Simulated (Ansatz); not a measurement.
AlNi (CsCl type)

```
CELL_PARAMETERS angstrom
      2.86217     0.00000     0.00000
      0.00000     2.86217     0.00000
      0.00000     0.00000     2.86217
ATOMIC_POSITIONS crystal
  Al 0.00000 0.00000 0.00000
  Ni 0.50000 0.50000 0.50000
```

E(V) scan at fixed shape, V₀ the volume above. Symmetry pins the atoms to their sites.

The numbers are results of PBEsol (plane waves to 420 eV, PAW, scalar-relativistic; Ansatz, a program for electronic structure), not measurements. k mesh 16×16×16 (Γ-centred), Fermi-Dirac smearing 0.05 eV. Energies are smeared free energies. Stress and pressure are positive under compression. AlNi is run without spin polarisation. AlNi was relaxed with its symmetry unable to fall. The zero of ΔE is the relaxed starting cell. The last digit holds for this mesh only.

```
V (Å³/atom)  ΔE (meV/atom)
-----------  -------------
9.848                220.5
10.160            withheld
10.473                88.0
10.786                47.0
11.098                19.8
11.411                 4.7
11.724                 0.0
12.036                 4.3
12.349                16.4
12.661                35.4
12.974                60.2
13.287                90.0
13.599               124.3
```

Problem. Fit a third-order Birch-Murnaghan form (E₀, V₀, B₀, B₀′ free) to the given rows and predict ΔE at V = 10.160.

Solution. Least squares on the 12 given rows: ΔE = E₀ + (9V₀B₀/16)·y²·[2 + (B₀′ − 4)y], y = (V₀/V)^(2/3) − 1, with V₀ = 11.724 Å³/atom, B₀ = 172.9 GPa (160.2 GPa = 1 eV/Å³; the term in eV is multiplied by 1000), B₀′ = 4.33, E₀ = 0.03 meV/atom; root-mean-square residual 0.09 meV/atom. At 10.160 the fit gives 145.2 meV/atom; the calculation gives 145.0 meV/atom, so the interpolation is off by 0.2 (+0.1 %). For the pressure the fit gives 33.8 GPa against the computed 33.7 GPa.

(Under strain, the slope of the energy per volume gives the stress and its curvature an elastic modulus.)
